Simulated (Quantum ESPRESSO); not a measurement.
Sc4Nb4, input and log of a self-consistent run

Simulated, not a measurement. The program is pw.x of Quantum ESPRESSO 7.5 (plane-wave density functional theory). The cell is made up: eight metal atoms on a body-centred cubic lattice, with elements, volume, strain and displacements drawn at random and not relaxed, so it may be unstable or far from any real phase. PseudoDojo standard norm-conserving files set the functional (PBE unless stated); there is no spin polarisation or spin-orbit coupling, the Fermi-Dirac width of 0.25 eV means electrons at about 2900 K, and the masses in the input are unused placeholders. A spin test at this wide smearing found no moment, but such smearing suppresses magnetism that the real alloy may have.

Input:

```
&control calculation='scf', pseudo_dir='./dojo.nc.sr.pbe.v0_5.standard.upf', outdir='./o', disk_io='medium', tprnfor=.true., tstress=.true. /
&system ibrav=0, nat=8, ntyp=2, nbnd=66, ecutwfc=82.02448710, nosym=.true., tot_charge=0,
 occupations='smearing', smearing='fd', degauss=0.0183746611
/
&electrons conv_thr=1.470e-08, electron_maxstep=70, mixing_beta=0.5 /
ATOMIC_SPECIES
Nb 1.0 Nb.upf
Sc 1.0 Sc.upf
CELL_PARAMETERS angstrom
3.5591 3.5045 -0.0131
-3.4906 3.436 -0.043
-0.0043 -3.5264 7.1939
ATOMIC_POSITIONS angstrom
Sc 0.0215 0.0009 0.0525
Sc -1.7681 1.7895 1.833
Nb -0.0622 0.0315 3.531
Sc -1.7371 1.6696 5.2938
Sc 0.1537 3.3982 0.0307
Nb 1.7796 1.7138 1.7598
Nb 0.0268 3.4852 3.5456
Nb 1.782 1.7896 5.406
K_POINTS automatic
5 5 3 1 1 1
```

The log is shortened where brackets say so; the opening notice, blank lines, dates and the lines on written files are dropped, and the path of the files is cut. It prints rydbergs, bohrs and kilobars, and counts compression as positive stress. Its total energy is the free energy E - TS of the whole cell.

```
     Program PWSCF v.7.5
     Parallel version (MPI & OpenMP), running on       1 processor cores
     Number of MPI processes:                 1
     Threads/MPI process:                     1
     [start-up lines left out]
     bravais-lattice index     =            0
     lattice parameter (alat)  =       9.4390  a.u.
     unit-cell volume          =    1182.8197 (a.u.)^3
     number of atoms/cell      =            8
     number of atomic types    =            2
     number of electrons       =        96.00
     number of Kohn-Sham states=           66
     kinetic-energy cutoff     =      82.0245  Ry
     charge density cutoff     =     328.0979  Ry
     scf convergence threshold =      1.5E-08
     mixing beta               =       0.5000
     number of iterations used =            8  plain     mixing
     Exchange-correlation= PBE
                           (   1   4   3   4   0   0   0)
     [axes and pseudopotential details left out]
   Cartesian axes
     site n.     atom                  positions (alat units)
         1        Sc     tau(   1) = (   0.0043044   0.0001802   0.0105108  )
         2        Sc     tau(   2) = (  -0.3539821   0.3582664   0.3669754  )
         3        Nb     tau(   3) = (  -0.0124527   0.0063065   0.7069231  )
         4        Sc     tau(   4) = (  -0.3477757   0.3342619   1.0598440  )
         5        Sc     tau(   5) = (   0.0307715   0.6803359   0.0061463  )
         6        Nb     tau(   6) = (   0.3562844   0.3431109   0.3523204  )
         7        Nb     tau(   7) = (   0.0053655   0.6977537   0.7098461  )
         8        Nb     tau(   8) = (   0.3567649   0.3582865   1.0823070  )
     number of k points=    38  Fermi-Dirac smearing, width (Ry)=  0.0184
                       cart. coord. in units 2pi/alat
        k(    1) = (  -0.0022067   0.1454680   0.1870265), wk =   0.0533333
        k(    2) = (  -0.0001989   0.1416917  -0.2777050), wk =   0.0533333
     [further k points left out]
     Dense  grid:   118731 G-vectors     FFT dimensions: (  60,  54,  90)
     Estimated max dynamical RAM per process >     184.18 MB
     Initial potential from superposition of free atoms
     starting charge      95.9802, renormalised to      96.0000
     Starting wfcs are   80 randomized atomic wfcs
     total cpu time spent up to now is       23.9 secs
     per-process dynamical memory:   106.9 Mb
     Self-consistent Calculation
     iteration #  1     ecut=    82.02 Ry     beta= 0.50
     Davidson diagonalization with overlap
     ethr =  1.00E-02,  avg # of iterations =  3.2
     total cpu time spent up to now is       92.3 secs
     total energy              =    -883.78635751 Ry
     estimated scf accuracy    <       2.73165625 Ry
     iteration #  2     ecut=    82.02 Ry     beta= 0.50
     Davidson diagonalization with overlap
     ethr =  2.85E-03,  avg # of iterations =  7.0
     total cpu time spent up to now is      194.0 secs
     total energy              =    -882.86398471 Ry
     estimated scf accuracy    <      33.33478889 Ry
     iteration #  3     ecut=    82.02 Ry     beta= 0.50
     Davidson diagonalization with overlap
     ethr =  2.85E-03,  avg # of iterations =  4.7
     total cpu time spent up to now is      259.2 secs
     total energy              =    -884.87991381 Ry
     estimated scf accuracy    <       7.87016921 Ry
     iteration #  4     ecut=    82.02 Ry     beta= 0.50
     Davidson diagonalization with overlap
     ethr =  2.85E-03,  avg # of iterations =  2.7
     total cpu time spent up to now is      319.1 secs
     total energy              =    -885.33075387 Ry
     estimated scf accuracy    <       0.42881765 Ry
     iteration #  5     ecut=    82.02 Ry     beta= 0.50
     Davidson diagonalization with overlap
     ethr =  4.47E-04,  avg # of iterations =  6.0
     total cpu time spent up to now is      384.4 secs
     total energy              =    -885.36963136 Ry
     estimated scf accuracy    <       0.12230077 Ry
     [iterations 6 to 16 left out]
     iteration # 17     ecut=    82.02 Ry     beta= 0.50
     Davidson diagonalization with overlap
     ethr =  2.15E-09,  avg # of iterations =  1.0
     total cpu time spent up to now is     1055.1 secs
     total energy              =    -885.38092384 Ry
     estimated scf accuracy    <       0.00000107 Ry
     iteration # 18     ecut=    82.02 Ry     beta= 0.50
     Davidson diagonalization with overlap
     ethr =  1.11E-09,  avg # of iterations =  3.2
     total cpu time spent up to now is     1092.7 secs
     total energy              =    -885.38092393 Ry
     estimated scf accuracy    <       0.00000029 Ry
     iteration # 19     ecut=    82.02 Ry     beta= 0.50
     Davidson diagonalization with overlap
     ethr =  3.00E-10,  avg # of iterations =  5.9
     total cpu time spent up to now is     1174.1 secs
     total energy              =    -885.38092397 Ry
     estimated scf accuracy    <       0.00000028 Ry
     iteration # 20     ecut=    82.02 Ry     beta= 0.50
     Davidson diagonalization with overlap
     ethr =  2.94E-10,  avg # of iterations =  1.1
     total cpu time spent up to now is     1229.7 secs
     total energy              =    -885.38092398 Ry
     estimated scf accuracy    <       0.00000004 Ry
     iteration # 21     ecut=    82.02 Ry     beta= 0.50
     Davidson diagonalization with overlap
     ethr =  4.08E-11,  avg # of iterations =  5.8
     total cpu time spent up to now is     1292.6 secs
     End of self-consistent calculation
     [lines on levels left out]
!    total energy              =    -885.38092398 Ry
     estimated scf accuracy    <          4.5E-09 Ry
     smearing contrib. (-TS)   =      -0.20462517 Ry
     internal energy E=F+TS    =    -885.17629881 Ry
     The total energy is F=E-TS. E is the sum of the following terms:
     one-electron contribution =    -238.06049442 Ry
     hartree contribution      =     151.60784536 Ry
     xc contribution           =    -168.82774000 Ry
     ewald contribution        =    -629.89590975 Ry
     convergence has been achieved in  21 iterations
     Forces acting on atoms (cartesian axes, Ry/au):
     atom    1 type  2   force =    -0.01216925    0.00503389   -0.00934002
     atom    2 type  2   force =     0.00314494   -0.00369629    0.01924859
     atom    3 type  1   force =     0.00592750   -0.00683994    0.00580456
     atom    4 type  2   force =     0.00627686   -0.00213768   -0.01725595
     atom    5 type  2   force =    -0.01921869    0.01864479   -0.00615519
     atom    6 type  1   force =     0.00777145   -0.00237202    0.07387223
     atom    7 type  1   force =     0.00087692   -0.00070828    0.00366259
     atom    8 type  1   force =     0.00739026   -0.00792447   -0.06983682
     Total force =     0.111352     Total SCF correction =     0.000240
     Computing stress (Cartesian axis) and pressure
          total   stress  (Ry/bohr**3)                   (kbar)     P=      -50.61
  -0.00032119  -0.00004420  -0.00002274          -47.25       -6.50       -3.34
  -0.00004420  -0.00030810   0.00005479           -6.50      -45.32        8.06
  -0.00002274   0.00005479  -0.00040276           -3.34        8.06      -59.25
     init_run     :     22.52s CPU     23.87s WALL (       1 calls)
     electrons    :   1195.19s CPU   1268.69s WALL (       1 calls)
     forces       :      6.30s CPU      6.38s WALL (       1 calls)
     stress       :     23.21s CPU     23.33s WALL (       1 calls)
     [timing details left out]
     PWSCF        :  20m47.53s CPU  22m 6.14s WALL
     JOB DONE.
```

In other units: free energy -12046.221 eV for the cell, pressure -5.06 GPa, largest force component 1.899 eV/Å in size. The run took 1327 s of wall time with one process on a shared machine (AMD EPYC, Zen 5, virtual cores), so the time is rough. A rerun of this cell at a higher cutoff and on a denser mesh moved values by no more than 0.002 eV in energy, 0.02 GPa in stress and 0.004 eV/Å in force, and a second program with other atomic files agreed on that cell to 2 % rms in force and 0.5 GPa in pressure.